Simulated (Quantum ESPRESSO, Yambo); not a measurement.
K$_{2}$S (anti-fluorite, space group Fm-3m, No. 225) under isotropic strain of +2 % on all lattice vectors. The PBEsol cell relaxed from Materials Project entry mp-1022 was given an isotropic strain of +2 % on all lattice vectors, and the atoms were relaxed again. Chain: PBEsol (Quantum ESPRESSO, PseudoDojo norm-conserving, 74 Ry, without SOC); G0W0 in Yambo (4×4×4 Γ-centred k mesh, 180 bands and a 8 Ry block in the screening, 180 bands in G with the Bruneval-Gonze terminator, plasmon pole fitted at 27.2 eV); BSE (8×8×8 mesh, 3 valence and 6 conduction bands, static screening with 47 bands and a 4 Ry block, scissor 1.80 eV, Tamm-Dancoff).

```json
{
  "PBEsol gap (dense path)": "2.21 eV",
  "PBEsol gap X → Γ on the GW mesh": "2.21 eV",
  "PBEsol smallest direct gap on the GW mesh, at Γ": "2.38 eV",
  "G0W0 direct gap at that point": "4.19 eV",
  "G0W0 correction to the gap X → Γ": "1.85 eV",
  "direct gap on the BSE mesh, with the scissor": "4.19 eV",
  "first BSE state allowed for light along x": "3.63 eV",
  "lowest BSE state": "3.63 eV",
  "binding_of_the_lowest_exciton": "0.55 eV"
}
```

Rough cost of the Yambo steps against G0W0 for 6 states: BSE about 2×.

Convergence of the G0W0 settings was not tested. The BSE states are vertical excitations (zero momentum); the indirect quasiparticle gap, about 4.06 eV, is smaller than the direct one (4.19 eV on the GW mesh). Convergence of the binding with the mesh was not shown.
